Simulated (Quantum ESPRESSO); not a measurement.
CdS (zinc blende, space group F-43m, No. 216) has a direct gap of 1.01 eV with PBEsol (pw.x of Quantum ESPRESSO, ONCV potentials, no spin-orbit coupling). After an isotropic strain (on all lattice vectors, atoms relaxed) the gap is direct, 0.89 eV.

### Question
Which strain was applied?
(A) -0.7 %
(B) +2 %
(C) +1 %
(D) -3 %
(E) -1.5 %

### Answer
B, +2 %. Gaps found: -3 %: 1.19 eV (direct); -1.5 %: 1.10 eV (direct); -0.7 %: 1.05 eV (direct); 0 %: 1.01 eV (direct); 1 %: 0.95 eV (direct); 2 %: 0.89 eV (direct).
